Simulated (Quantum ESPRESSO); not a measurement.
# Computed records: Ga3SiP3N (made-up cell)

All values are calculated (Quantum ESPRESSO 7.5). Calculation on a made-up crystal cell, not a measurement: periodic Kohn-Sham density functional theory in plane waves with PseudoDojo standard norm-conserving scalar-relativistic pseudopotentials, each functional with its own files (v0.5 for PBE, v0.4.1 for LDA and PBEsol), no spin polarisation, no spin-orbit coupling, atoms not relaxed, stress positive in tension, energies less a fixed whole-eV offset for each atom's element; levels are Kohn-Sham levels at fractions of this cell's reciprocal vectors, counted from the reference band (half the neutral cell's valence electrons, rounded up) at Gamma; error bars cover cutoff and k-mesh only, not smearing or the files; added strain carries the atoms with the cell, and shear is the tensor component; each bar is the largest change over components, and at least 0.002 eV, 0.002 eV per angstrom or 0.02 GPa; energies are for the whole cell, and the offsets were chosen from early runs and are not element reference energies.

Ga3SiP3N (made-up cell)

```xyz
8
Lattice="5.7012 0.0216 0.0511 0.0216 5.6144 -0.0184 0.0511 -0.0184 5.5847" Properties=species:S:1:pos:R:3 Ga3SiP3N
Ga    -0.0558     0.0426    -0.0436
Si     0.0393     2.9263     2.7397
Ga     2.8800     0.0497     2.7416
Ga     2.9576     2.9098    -0.0320
N      1.4412     1.4015     1.4061
P      1.5277     4.1900     4.1707
P      4.3346     1.4966     4.2295
P      4.3915     4.1806     1.4255
```

- lattice type: zincblende/diamond
- functional: pbe
- cutoff: 1143 eV
- fermi dirac smearing: 0.1 eV
- scf tolerance: 1e-07 eV
- electrons removed: 0
- k mesh: 6 x 6 x 6, shifted by half a step
- pressure: ?

Atoms:
```
atoms element  atom site  atom energy offset (eV)
           Ga          1                    -2080
           Si          2                     -115
           Ga          3                    -2080
           Ga          4                    -2080
            N          5                     -283
            P          6                     -189
            P          7                     -189
            P          8                     -189
```

**Q.** What pressure does the calculation give for Ga3SiP3N (made-up cell)?
**A.** -9.128 GPa

**Q.** Give the table of forces values for Ga3SiP3N (made-up cell).
**A.** 
Forces:
```
site  x (eV/Å)  y (eV/Å)  z (eV/Å)
   1     1.536    0.6931     0.907
   2     1.511    -2.036   -0.2605
   3    -1.021     1.037   -0.7565
   4    -1.261    -1.046     1.099
   5   -0.1462    0.3272    0.2344
   6   -0.6148     0.437   -0.3153
   7    0.3742   -0.1039    -1.004
   8   -0.3786     0.692   0.09566
```

Further results for Ga3SiP3N (made-up cell):

* free energy less offsets: 0.7998 eV
* smearing term minus ts: -0.07356 eV
* scf iterations: 12
* stress xx: 9.818 GPa
* stress yy: 8.993 GPa
* stress zz: 8.575 GPa
* stress yz: -0.3169 GPa
* stress xz: 0.6743 GPa
* stress xy: 1.006 GPa
* fermi level: 1.237 eV
* reference band: 32
* error bar energy: 0.009769 eV
* error bar stress: 0.03255 GPa
* error bar force: 0.008007 eV/Å
* error bar next band up: 0.002 eV
* error bar fermi level: 0.01185 eV
* error bars from: tighter rerun of a related cell

Levels:
```
level k point  next band up (eV)
        Gamma             0.7898
(1/2,1/2,1/2)               0.78
   (0.15,0,0)               1.14
   (0,0.15,0)               1.07
   (0,0,0.15)              1.129
```
